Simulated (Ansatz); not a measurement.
ZnO:
```cif
data_O4Zn4
_chemical_formula_sum 'Zn4 O4'
_space_group_name_H-M_alt 'P 1'
_space_group_IT_number 1
_cell_length_a 3.22241
_cell_length_b 3.22241
_cell_length_c 10.47055
_cell_angle_alpha 90.000
_cell_angle_beta 90.000
_cell_angle_gamma 120.000
loop_
_space_group_symop_operation_xyz
  'x, y, z'
loop_
_atom_site_label
_atom_site_type_symbol
_atom_site_fract_x
_atom_site_fract_y
_atom_site_fract_z
_atom_site_occupancy
Zn1 Zn 0.00000 0.00000 0.00067 1
Zn2 Zn 0.00000 0.00000 0.50067 1
Zn3 Zn 0.66667 0.33333 0.75052 1
Zn4 Zn 0.33333 0.66667 0.25052 1
O1 O 0.00000 0.00000 0.81210 1
O2 O 0.00000 0.00000 0.31210 1
O3 O 0.66667 0.33333 0.56234 1
O4 O 0.33333 0.66667 0.06234 1
```

Relaxed with PBEsol. DFT-PBEsol in the program Ansatz with PAW potentials gives a gap of 0.65 eV.

### Question
What gap does HSE06 give on the same cell (Ansatz, PAW)?

### Answer
2.47 eV, 1.82 eV more. The hybrid was solved on a coarser mesh and at special points; the gap given is the minimum over both.

| k | v1 PBEsol | c1 PBEsol | v1 HSE06 | c1 HSE06 |
|---|---|---|---|---|
| Γ | 0.00 | 0.65 | 0.00 | 2.47 |
| A | -0.12 | 1.79 | (withheld) | (withheld) |
| M | -0.84 | 5.25 | (withheld) | (withheld) |
| L | -1.04 | 5.62 | (withheld) | (withheld) |

### Question
Top valence (v1) and lowest conduction level (c1) in eV from each method's valence maximum (which need not be a listed point): supply the withheld HSE06 values.

### Answer

- M, v1 HSE06: -0.87
- M, c1 HSE06: 7.16
- L, v1 HSE06: -1.08
- L, c1 HSE06: 7.58
- A, v1 HSE06: -0.12
- A, c1 HSE06: 3.50

Cost on shared cores: the PBEsol run (SCF on a 10×10×3 mesh, then bands and DOS) about 80 core-seconds (a rough figure), the HSE06 run (SCF on 6×6×2, then a few points) very roughly 3 core-minutes; the tasks are unlike.

Space group P6_3mc. A made-up cell: these elements were put on the sites of a structure type. Its sites differ from those of the usual phase in this space group: another stacking or structure type. The PBEsol relaxation kept the symmetry of its start; its stability against distortions is not shown here.

Potentials: the later of the program's two PAW sets.
